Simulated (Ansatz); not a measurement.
Relaxed candidate structures of Pd:

A. P6₃/mmc (No. 194), hP2, hcp (Mg type); a = b = 2.7418 Å, c = 4.6181 Å, α = β = 90.00°, γ = 120.00°; Pd 2d (0.667, 0.333, 0.250)

B. Fm-3m (No. 225), cF4, fcc (Cu type); a = 3.911 Å, b = 3.911 Å, c = 3.911 Å, α = 90.00°, β = 90.00°, γ = 90.00°; Pd 4a (0.000, 0.000, 0.000)

Task: Put the candidates in order of energy per atom, lowest first, for r2SCAN (plane waves to 500 eV, PAW, scalar-relativistic; Ansatz, a program for electronic structure).

Result: B (reference, the lowest among the structures calculated here), A (+0.03 eV/atom)

Each run could gain symmetry but not lose that of its start, so entries can be saddle points. From databases, or of a type measured for this composition: Fm-3m, cF4, fcc (Cu type); the others are generated cells (placed on structure types, drawn at random, substituted or restacked) that were not matched to a known phase here. Energies are at zero temperature and pressure, without zero-point motion. Each cell has its own k-point mesh; energy differences are given only to the digits this allows. No spin polarisation in the result.
